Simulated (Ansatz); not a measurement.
Run on ScIn: DFT, PBEsol, all-electron LAPW, scalar-relativistic (Ansatz 0.2.0). This run: volume at 0.55 of the series' base cell.

The base volume is that of a database entry, with shape and atoms relaxed on PAW files at held volume, so it needn't be at zero pressure; the structure needn't be the stable phase, at rest or compressed.

Command: `ansatz run input.yaml --threads 1 --pin off --max-ram 2048MiB --backend cpu --events-out ev --progress --plain --runs-dir out` It took 120 s on 1 thread of AMD EPYC 7R43 64-Core Processor (Zen 3), with other jobs on the host, peak memory 0.72 GiB.

```yaml
crystal:
  lattice:
    - [2.5900599425, 0.0, 0.0]
    - [0.0, 2.5900599425, 0.0]
    - [0.0, 0.0, 3.6653657154]
  atoms:
    - { symbol: Sc, position: [0.0, 0.0, 0.0], spin: 1.0 }
    - { symbol: In, position: [0.5, 0.5, 0.5] }
magnetization:
  spin_polarized: true
kpoints:
  mp_grid: { grid: [11, 11, 8] }
  band_path:
    path:
      - [0.0, 0.0, 0.0]
      - [0.0, 0.5, 0.0]
      - [0.5, 0.5, 0.0]
      - [0.0, 0.0, 0.0]
      - [0.0, 0.0, 0.5]
      - [0.0, 0.5, 0.5]
      - [0.5, 0.5, 0.5]
      - [0.0, 0.0, 0.5]
      - [0.0, 0.5, 0.0]
    npoints: 6
scf:
  occupations: { method: fermi_dirac, width: 0.05 }
hamiltonian:
  xc: pbesol
  pseudopotentials: { kind: all_electron, lapw: { basis_error: 0.001 } }
output:
  forces: true
  stress: true
  eigenvalues: true
  populations: true
```

Output:

```
Sc: projections on atomic orbitals take those of the free atom 1s2 2s2 2p6 3s2 3p6 3d1 4s2, of charge +0.00 (hamiltonian.pseudopotentials.projection_atoms)
In: projections on atomic orbitals take those of the free atom 1s2 2s2 2p6 3s2 3p6 3d10 4s2 4p6 4d10 5s2 5p1, of charge +0.00 (hamiltonian.pseudopotentials.projection_atoms)
LAPW: plane waves up to 9.035 Å⁻¹, error target 1.0e-3 eV per atom; small_component_spin mean_spin; Sc in spheres of 1.295 Å, 17 of its electrons in bands, Dirac shells []; In in spheres of 1.295 Å, 21 of its electrons in bands, Dirac shells [] (how accurate: hamiltonian.pseudopotentials.lapw.basis_error, Limitations)
Engine: ansatz 0.2.0
Pseudopotentials: kind: all_electron
Pseudopotential: Sc, LAPW, valence charge 17, lapw/all_electron/scalar/gaussian/Sc, Koelling and Harmon's equation, gaussian nucleus
Pseudopotential: In, LAPW, valence charge 21, lapw/all_electron/scalar/gaussian/In, Koelling and Harmon's equation, gaussian nucleus
Functional definition: PBEsol
  exchange = pbesol_x
  correlation = pbesol_c
Crystal: 2 atoms, lattice volume = 24.589 Å³
Basis set: ecut = 311.01404512887973 eV, 319 PW (Γ), exchange–correlation at level 2
Bands: 24, of which v1, the nominal top of the filled ones, is band 19 counted from 1 (18 counted from 0)
Symmetry: 16 space group operations
Space group: P4/mmm (ITA 123), of the structure as read, at distance tolerance 2.9e-5 Å
Magnetic group: BNS 123.339 (UNI 999), of the structure as read, at distance tolerance 2.9e-5 Å
k-points: 105 of 968
Non-local potential: Sc, projectors of the file, none
Non-local potential: In, projectors of the file, none
Initial density: superposition of atomic densities (chi_scale 0.1, normalization cell)
Starting moments: Σ|m| = 1 μB on 1 of 2 sites
Initial wavefunctions: plane waves of lowest kinetic energy (no species holds an atomic orbital)
Functional: x = pbesol(κ = 0.804, μ = 0.12345679012345678), c = pbesol(β = 0.046)
iter 1 solved again at ethr=3.33e-3 eV; its pass at ethr=1.00e-1 eV (dr2=1.27e0 eV) is discarded
SCF iter   1: F=—  HF=-180741.746081 eV  |F-HF|=—  |Δ(HF+E_count)|=         —  Δρ=3.75e-2 (↑2.39e-2 ↓3.75e-2)  dr2=1.27e0  dr2_m=1.07e-1  M=0.206 μB ∫|m|=0.212 μB  β_m=0.30  ethr=3.33e-3  ⟨swp⟩=2.0  Hψ=32358  notcnv=0
Mixer restart at iter 1: flushing history
preconditioner: auto → none  [metal: Δε(μ)=0.007 eV  Ē_g=19.069 eV  σ=0.050 eV  W_gap=0.04  n_scr=6 (ndim 8)  ℏωp=35.1 eV  f_vac=0.000  D(μ)=1.62/eV (n_scr^D=20)  sad-step TF]
SCF iter   2: F=—  HF=-180741.099645 eV  |F-HF|=—  |Δ(HF+E_count)|=   6.46e-1  Δρ=2.41e-2 (↑1.65e-2 ↓2.41e-2)  dr2=5.14e-1  dr2_m=5.01e-2  M=0.227 μB ∫|m|=0.229 μB  β_m=0.44  ethr=3.33e-3  ⟨swp⟩=2.0  Hψ=14945  notcnv=0
iter 3 solved again at ethr=3.38e-5 eV; its pass at ethr=1.35e-3 eV (dr2=1.28e-2 eV) is discarded
SCF iter   3: F=—  HF=-180740.852954 eV  |F-HF|=—  |Δ(HF+E_count)|=   2.47e-1  Δρ=7.83e-3 (↑7.19e-3 ↓7.83e-3)  dr2=1.28e-2  dr2_m=1.01e-2  M=0.167 μB ∫|m|=0.169 μB  β_m=0.58  ethr=3.38e-5  ⟨swp⟩=2.0  Hψ=25511  notcnv=0
SCF iter   4: F=—  HF=-180740.847326 eV  |F-HF|=—  |Δ(HF+E_count)|=         —  Δρ=2.44e-3 (↑1.35e-3 ↓2.44e-3)  dr2=4.24e-3  dr2_m=5.27e-4  M=0.131 μB ∫|m|=0.132 μB  β_m=0.58  ethr=3.37e-5  ⟨swp⟩=2.2  Hψ=14956  notcnv=0
the basis was enlarged: its passes take 100.3 KiB over the memory plan, 2 of 2 planned eigensolver slots
SCF iter   5: F=—  HF=-180740.845728 eV  |F-HF|=—  |Δ(HF+E_count)|=   1.60e-3  Δρ=7.93e-4 (↑7.93e-4 ↓4.53e-4)  dr2=1.70e-4  dr2_m=7.50e-5  M=0.113 μB ∫|m|=0.113 μB  β_m=0.59  ethr=1.12e-5  ⟨swp⟩=2.6  Hψ=14979  notcnv=0
SCF iter   6: F=—  HF=-180740.845777 eV  |F-HF|=—  |Δ(HF+E_count)|=   4.91e-5  Δρ=3.85e-4 (↑3.58e-4 ↓3.85e-4)  dr2=2.68e-6  dr2_m=3.01e-5  M=0.103 μB ∫|m|=0.103 μB  β_m=0.80  ethr=4.46e-7  ⟨swp⟩=2.8  Hψ=14966  notcnv=0
SCF iter   7: F=—  HF=-180740.845888 eV  |F-HF|=—  |Δ(HF+E_count)|=   1.11e-4  Δρ=3.36e-4 (↑2.11e-4 ↓3.36e-4)  dr2=1.97e-5  dr2_m=1.59e-5  M=0.090 μB ∫|m|=0.090 μB  β_m=0.80  ethr=7.04e-9  ⟨swp⟩=3.8  Hψ=17468  notcnv=0
SCF iter   8: F=—  HF=-180740.845959 eV  |F-HF|=—  |Δ(HF+E_count)|=   7.16e-5  Δρ=1.49e-4 (↑1.12e-4 ↓1.49e-4)  dr2=1.35e-6  dr2_m=3.80e-6  M=0.068 μB ∫|m|=0.068 μB  β_m=0.90  ethr=7.04e-9  ⟨swp⟩=4.0  Hψ=17647  notcnv=0
SCF iter   9: F=—  HF=-180740.845986 eV  |F-HF|=—  |Δ(HF+E_count)|=   2.67e-5  Δρ=4.51e-5 (↑4.51e-5 ↓4.28e-5)  dr2=6.72e-9  dr2_m=4.33e-7  M=0.046 μB ∫|m|=0.047 μB  β_m=0.95  ethr=3.56e-9  ⟨swp⟩=4.0  Hψ=17666  notcnv=0
SCF iter  10: F=—  HF=-180740.845990 eV  |F-HF|=—  |Δ(HF+E_count)|=   3.90e-6  Δρ=1.35e-5 (↑1.22e-5 ↓1.35e-5)  dr2=8.76e-9  dr2_m=3.56e-8  M=0.034 μB ∫|m|=0.034 μB  β_m=0.97  ethr=1.77e-11  ⟨swp⟩=5.0  Hψ=20182  notcnv=0
SCF iter  11: F=—  HF=-180740.845991 eV  |F-HF|=—  |Δ(HF+E_count)|=   4.76e-7  Δρ=5.53e-6 (↑5.53e-6 ↓4.56e-6)  dr2=4.08e-9  dr2_m=5.06e-9  M=0.029 μB ∫|m|=0.029 μB  β_m=0.87  ethr=1.77e-11  ⟨swp⟩=4.1  Hψ=18706  notcnv=0
SCF iter  12: F=—  HF=-180740.845991 eV  |F-HF|=—  |Δ(HF+E_count)|=   5.93e-8  Δρ=2.81e-6 (↑2.81e-6 ↓2.76e-6)  dr2=1.16e-10  dr2_m=1.72e-9  M=0.028 μB ∫|m|=0.028 μB  β_m=0.86  ethr=1.07e-11  ⟨swp⟩=4.0  Hψ=17797  notcnv=0
SCF iter  13: F=—  HF=-180740.845991 eV  |F-HF|=—  |Δ(HF+E_count)|=   3.75e-8  Δρ=1.61e-6 (↑1.59e-6 ↓1.61e-6)  dr2=1.14e-11  dr2_m=5.73e-10  M=0.026 μB ∫|m|=0.026 μB  β_m=0.92  ethr=6.99e-12 (applied; sched 1.00e-12)  ⟨swp⟩=4.0  Hψ=17836  notcnv=0
SCF iter  14: F=—  HF=-180740.845991 eV  |F-HF|=—  |Δ(HF+E_count)|=   1.85e-8  Δρ=6.95e-7 (↑5.39e-7 ↓6.95e-7)  dr2=3.38e-11  dr2_m=8.39e-11  M=0.025 μB ∫|m|=0.025 μB  β_m=0.80  ethr=6.99e-12 (applied; sched 1.00e-12)  ⟨swp⟩=4.0  Hψ=17815  notcnv=0
SCF iter  15: F=—  HF=-180740.845991 eV  |F-HF|=—  |Δ(HF+E_count)|=   1.63e-9  Δρ=4.64e-7 (↑4.64e-7 ↓3.44e-7)  dr2=1.37e-11  dr2_m=3.61e-11  M=0.025 μB ∫|m|=0.025 μB  β_m=0.66  ethr=6.20e-12 (applied; sched 1.00e-12)  ⟨swp⟩=3.0  Hψ=16075  notcnv=0
SCF iter  16: F=-180740.845991 eV  HF=-180740.845991 eV  |F-HF|=5.82e-11  |Δ(HF+E_count)|=   1.48e-9  Δρ=6.97e-8 (↑4.27e-8 ↓6.97e-8)  dr2=5.30e-12  dr2_m=2.20e-13  M=0.024 μB ∫|m|=0.024 μB  ethr=6.52e-12 (applied; sched 1.00e-12)  ⟨swp⟩=3.6  Hψ=16681  notcnv=0
SCF 1 converged in 16 iterations: F = -180740.845991 eV  dr2 = 5.30e-12
NSCF: frozen V_eff on 49 k-points
SCF converged after 16 iterations
Magnetization: 0.0243 μB (19.0121 up, 18.9879 down)
Absolute magnetization: 0.0243 μB (∫|ρ↑−ρ↓|)
Spin contamination: 0.0001 ħ² per cell (⟨S²⟩ above its minimum at these occupations)
Per-site moments (μB) at R_I (Å): [(0.01955174947312699, 1.295029951952543), (0.0010895316352836915, 1.295029951952543)]
Free energy (F): -180740.845991 eV
Harris-Foulkes:  -180740.845991 eV  (|F-HF|=5.82e-11)
Internal energy: -180740.833038 eV  (E = F + TS)
E sigma→0 (E₀):  -180740.839515 eV
Entropy (-TS):   -0.012952 eV (-6.476 meV/atom)
Fermi energy:    26.236225 eV
--- Per-component energies (eV) ---
  E_band       = -2395.721505
  E_kinetic    = 188905.360626
  E_xc         = -5333.700641
  E_electrostatic = -364312.493024  (all electrons and nuclei)
  E_smearing   = -0.012952  (= −TS)
  E_closure    = 0.000000  (closes the sum)
  E_atoms      = -180736.802462  (free atoms, spherical and without spin; not in F)
  Σ components = -180740.845991   (vs F -180740.845991, Δ=0.00e0)
  Basis errors (estimates in eV, not in F): energy 1.3e-4 per atom: plane waves 9.7e-5 (7.1e-5 summed), levels above the bands 5.6e-71, relativity 2.0e-8, radial functions 3.6e-5, core shells 1.3e-6; eigenvalues (radial functions only) 1.4e-6; not estimated: angular momenta, meshes, grids; target (lapw.basis_error) 1.0e-3; muffin-tin radii Sc 1.295 Å, In 1.295 Å
--- Forces (eV/Å), atoms counted from 1 ---
  atom   1  Sc     0.00000000     0.00000000     0.00000000
  atom   2  In     0.00000000    -0.00000000     0.00000000
  max |Σ_I F_I| component: 6.41e-31 eV/Å
--- Stress (GPa, compression-positive) ---
      136.148656       0.000000       0.000000
        0.000000     136.148656       0.000000
        0.000000       0.000000     136.465036
  P = ⅓ Tr σ = 136.2541 GPa (1362.541 kbar)
--- Band table (eV; the first three rows and the last of 210) ---
  k-point 0 ↑: bands = ["-353.5700", "-353.5700", "-353.5584", "-89.7347", "-48.2423", "-48.2423", "-48.2350", "-21.8717", "-0.9401", "0.1748", "0.1748", "9.2987", "9.8796", "11.1521", "11.1521", "11.5685", "14.4225", "25.0568", "25.5412", "26.9044", "30.8698", "30.8698", "32.4922", "36.5653"]
  k-point 1 ↑: bands = ["-353.5700", "-353.5700", "-353.5584", "-89.7347", "-48.2423", "-48.2423", "-48.2352", "-21.8688", "-0.9821", "0.1713", "0.1713", "9.3036", "9.9115", "11.1686", "11.1686", "11.5693", "14.6850", "24.3319", "25.4915", "27.1042", "30.5405", "30.5405", "32.4782", "37.1877"]
  k-point 2 ↑: bands = ["-353.5700", "-353.5700", "-353.5584", "-89.7347", "-48.2423", "-48.2423", "-48.2358", "-21.8619", "-1.0817", "0.1628", "0.1628", "9.3153", "9.9886", "11.2085", "11.2085", "11.5715", "15.4155", "22.8415", "25.3736", "27.3030", "29.9010", "29.9010", "32.4446", "38.6770"]
  k-point 104 ↓: bands = ["-353.5664", "-353.5664", "-353.5567", "-89.7139", "-48.3561", "-48.3560", "-48.2135", "-21.2677", "-1.3341", "-1.3314", "-0.5972", "9.9745", "10.5786", "10.5945", "11.4238", "12.1868", "22.1850", "22.1935", "22.6550", "29.6691", "30.0502", "32.3373", "33.4638", "34.3404"]
--- Löwdin populations: 2 sites ---
  site symbol       q [e]    m [muB]
     0     Sc     20.8431     0.0233
     1     In     49.1194     0.0006
  spilling = 0.000536 (of n_electrons = 70.000000)
```

populations.tsv:

```
# site	symbol	l	j	q_up	q_dn
# orbitals = lowdin
# n_electrons = 70.000000
# spilling = 0.000536
# projection_atom_Sc: 1s2 2s2 2p6 3s2 3p6 3d1 4s2
# projection_atom_In: 1s2 2s2 2p6 3s2 3p6 3d10 4s2 4p6 4d10 5s2 5p1
0	Sc	0_1S	-	0.999952	0.999952
0	Sc	0_2S	-	0.997167	0.997165
0	Sc	0_3S	-	0.937802	0.937744
0	Sc	0_4S	-	0.185414	0.184871
0	Sc	1_2P	-	2.999946	2.999946
0	Sc	1_3P	-	2.969973	2.969742
0	Sc	2_3D	-	1.342943	1.320508
1	In	0_1S	-	0.999997	0.999997
1	In	0_2S	-	0.999860	0.999860
1	In	0_3S	-	0.997852	0.997851
1	In	0_4S	-	0.972082	0.972072
1	In	0_5S	-	0.463247	0.463233
1	In	1_2P	-	2.999999	2.999999
1	In	1_3P	-	2.999850	2.999850
1	In	1_4P	-	2.985081	2.985076
1	In	1_5P	-	1.188295	1.187866
1	In	2_3D	-	4.999995	4.999995
1	In	2_4D	-	4.953748	4.953576
```

Other magnetic orders may lie lower.
